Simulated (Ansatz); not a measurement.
## VAsIO₂: relaxation (Ansatz)

Launch command:

```bash
ansatz run input.yaml --threads 2 --pin off --max-ram 3584MiB --backend cpu --events-out ev --progress --plain --runs-dir out
```

The input file (Ansatz 0.2.0, plane waves):

```yaml
crystal:
  lattice:
    - [5.293047, 0.0, 0.0]
    - [2.646523, -6.099672, 0.0]
    - [0.0, 0.0, -5.170462]
  atoms:
    - { symbol: I, position: [0.7445, 0.511, 0.75] }
    - { symbol: I, position: [0.2555, 0.489, 0.25] }
    - { symbol: O, position: [0.247, 0.0, 0.0] }
    - { symbol: O, position: [0.753, 0.0, 0.5] }
    - { symbol: O, position: [0.753, 0.0, 0.0] }
    - { symbol: O, position: [0.247, 0.0, 0.5] }
    - { symbol: V, position: [0.405, 0.19, 0.75] }
    - { symbol: V, position: [0.595, 0.81, 0.25] }
    - { symbol: As, position: [0.0739, 0.8522, 0.75] }
    - { symbol: As, position: [0.9261, 0.1478, 0.25] }
  symmetry: { tolerance: 0.0003 }
kpoints:
  mp_grid: { grid: [5, 5, 4], shift: [0, 0, 0] }
magnetization:
  spin_polarized: false
scf:
  occupations: { method: cold, width: 0.0174 }
  lower_state_search: "off"
hamiltonian:
  pseudopotentials: { kind: paw }
  xc: r2scan
basis:
  ecutwfc: 500
  fft_grid_basis: typed
relax:
  max_steps: 40
  f_tol: 0.03
output:
  forces: true
  stress: true
  eigenvalues: true
  bader: true
  populations: true
  elf: true
  write_potential: true
  volumetric_format: npy
  dos:
    e_range: [-12, 8]
    de: 0.05
    projected: { site_lists: { As: [As], I: [I], O: [O], V: [V] } }
  write_density: true
checkpoint:
  read: saved_state
```

Origin of the cell: a known structure type with other elements, at an estimated volume, so it need not be a known compound.

The saved state is a converged single point of the same cell.

Steps:

```csv
step,ΔF (meV/atom),max force component (eV/Å),SCF iterations,step was
1,0.0,1.528,9,accepted
2,-36.6,0.777,9,accepted
3,-49.6,0.327,10,accepted
4,-52.2,0.299,8,accepted
5,-54.0,0.118,9,accepted
6,-54.2,0.065,8,accepted
7,-54.3,0.004,8,accepted
```

Step 1, with forces in eV/Å:

```xyz
10
Lattice="5.293 0.000 0.000 2.647 -6.100 0.000 0.000 0.000 -5.170" Properties=species:S:1:pos:R:3:forces:R:3 pbc="T T T" step=1
I     5.293   -3.117   -3.878    0.000   -0.032    0.000
I     2.647   -2.983   -1.293    0.000    0.032    0.000
O     1.307    0.000    0.000   -0.402    0.000    0.000
O     3.986    0.000   -2.585    0.402    0.000    0.000
O     3.986    0.000    0.000    0.402    0.000    0.000
O     1.307    0.000   -2.585   -0.402    0.000    0.000
V     2.647   -1.159   -3.878    0.000    1.528    0.000
V     5.293   -4.941   -1.293    0.000   -1.528    0.000
As    2.647   -5.198   -3.878    0.000   -0.801    0.000
As    5.293   -0.902   -1.293    0.000    0.801    0.000
```

Step 2, with forces in eV/Å:

```xyz
10
Lattice="5.293 0.000 0.000 2.647 -6.100 0.000 0.000 0.000 -5.170" Properties=species:S:1:pos:R:3:forces:R:3 pbc="T T T" step=2
I     5.293   -3.138   -3.878    0.000   -0.128    0.000
I     2.647   -2.961   -1.293    0.000    0.128    0.000
O     1.261    0.000    0.000    0.109    0.000    0.000
O     4.032    0.000   -2.585   -0.109    0.000    0.000
O     4.032    0.000    0.000   -0.109    0.000    0.000
O     1.261    0.000   -2.585    0.109    0.000    0.000
V     2.647   -1.013   -3.878    0.000    0.777    0.000
V     5.293   -5.086   -1.293    0.000   -0.777    0.000
As    2.647   -5.197   -3.878    0.000    0.015    0.000
As    5.293   -0.903   -1.293    0.000   -0.015    0.000
```

Step 3, with forces in eV/Å:

```xyz
10
Lattice="5.293 0.000 0.000 2.647 -6.100 0.000 0.000 0.000 -5.170" Properties=species:S:1:pos:R:3:forces:R:3 pbc="T T T" step=3
I     5.293   -3.233   -3.878    0.000    0.007    0.000
I     2.647   -2.867   -1.293    0.000   -0.007    0.000
O     1.235    0.000    0.000    0.327    0.000    0.000
O     4.058    0.000   -2.585   -0.327    0.000    0.000
O     4.058    0.000    0.000   -0.327    0.000    0.000
O     1.235    0.000   -2.585    0.327    0.000    0.000
V     2.647   -0.873   -3.878    0.000    0.185    0.000
V     5.293   -5.227   -1.293    0.000   -0.185    0.000
As    2.647   -5.171   -3.878    0.000    0.323    0.000
As    5.293   -0.929   -1.293    0.000   -0.323    0.000
```

Step 4, with forces in eV/Å:

```xyz
10
Lattice="5.293 0.000 0.000 2.647 -6.100 0.000 0.000 0.000 -5.170" Properties=species:S:1:pos:R:3:forces:R:3 pbc="T T T" step=4
I     5.293   -3.233   -3.878    0.000    0.030    0.000
I     2.647   -2.866   -1.293    0.000   -0.030    0.000
O     1.243    0.000    0.000    0.179    0.000    0.000
O     4.050    0.000   -2.585   -0.179    0.000    0.000
O     4.050    0.000    0.000   -0.179    0.000    0.000
O     1.243    0.000   -2.585    0.179    0.000    0.000
V     2.647   -0.834   -3.878    0.000    0.049    0.000
V     5.293   -5.266   -1.293    0.000   -0.049    0.000
As    2.647   -5.157   -3.878    0.000    0.299    0.000
As    5.293   -0.943   -1.293    0.000   -0.299    0.000
```

Step 5, with forces in eV/Å:

```xyz
10
Lattice="5.293 0.000 0.000 2.647 -6.100 0.000 0.000 0.000 -5.170" Properties=species:S:1:pos:R:3:forces:R:3 pbc="T T T" step=5
I     5.293   -3.205   -3.878    0.000    0.008    0.000
I     2.647   -2.894   -1.293    0.000   -0.008    0.000
O     1.249    0.000    0.000    0.118    0.000    0.000
O     4.044    0.000   -2.585   -0.118    0.000    0.000
O     4.044    0.000    0.000   -0.118    0.000    0.000
O     1.249    0.000   -2.585    0.118    0.000    0.000
V     2.647   -0.784   -3.878    0.000    0.024    0.000
V     5.293   -5.316   -1.293    0.000   -0.024    0.000
As    2.647   -5.113   -3.878    0.000   -0.048    0.000
As    5.293   -0.986   -1.293    0.000    0.048    0.000
```

Step 6, with forces in eV/Å:

```xyz
10
Lattice="5.293 0.000 0.000 2.647 -6.100 0.000 0.000 0.000 -5.170" Properties=species:S:1:pos:R:3:forces:R:3 pbc="T T T" step=6
I     5.293   -3.188   -3.878    0.000   -0.001    0.000
I     2.647   -2.911   -1.293    0.000    0.001    0.000
O     1.264    0.000    0.000   -0.056    0.000    0.000
O     4.029    0.000   -2.585    0.056    0.000    0.000
O     4.029    0.000    0.000    0.056    0.000    0.000
O     1.264    0.000   -2.585   -0.056    0.000    0.000
V     2.647   -0.779   -3.878    0.000   -0.038    0.000
V     5.293   -5.320   -1.293    0.000    0.038    0.000
As    2.647   -5.118   -3.878    0.000    0.065    0.000
As    5.293   -0.982   -1.293    0.000   -0.065    0.000
```

Step 7, with forces in eV/Å:

```xyz
10
Lattice="5.293 0.000 0.000 2.647 -6.100 0.000 0.000 0.000 -5.170" Properties=species:S:1:pos:R:3:forces:R:3 pbc="T T T" step=7
I     5.293   -3.192   -3.878    0.000   -0.002    0.000
I     2.647   -2.908   -1.293    0.000    0.002    0.000
O     1.260    0.000    0.000    0.003    0.000    0.000
O     4.033    0.000   -2.585   -0.003    0.000    0.000
O     4.033    0.000    0.000   -0.003    0.000    0.000
O     1.260    0.000   -2.585    0.003    0.000    0.000
V     2.647   -0.783   -3.878    0.000    0.000    0.000
V     5.293   -5.316   -1.293    0.000    0.000    0.000
As    2.647   -5.115   -3.878    0.000    0.004    0.000
As    5.293   -0.984   -1.293    0.000   -0.004    0.000
```

| Quantity | Value |
| --- | --- |
| Free energy lowered by | 54.3 meV/atom |
| Final pressure | -1.98 GPa |
| Relaxation steps listed | 7 |
| Gap on the mesh | none (metal) |

Caveats: no spin polarisation, so a magnetic state may lie lower; no spin-orbit coupling, though heavy elements are present; the SCF threshold is looser than advised for a stress; the k mesh is coarse if the cell is a metal; the relaxation held the start's symmetry, so the end may be a saddle point.

Time: 3.7 min on 2 threads of Intel(R) Xeon(R) Platinum 8488C (Sapphire Rapids) (shared host), peak memory 1.2 GiB, from a saved density.
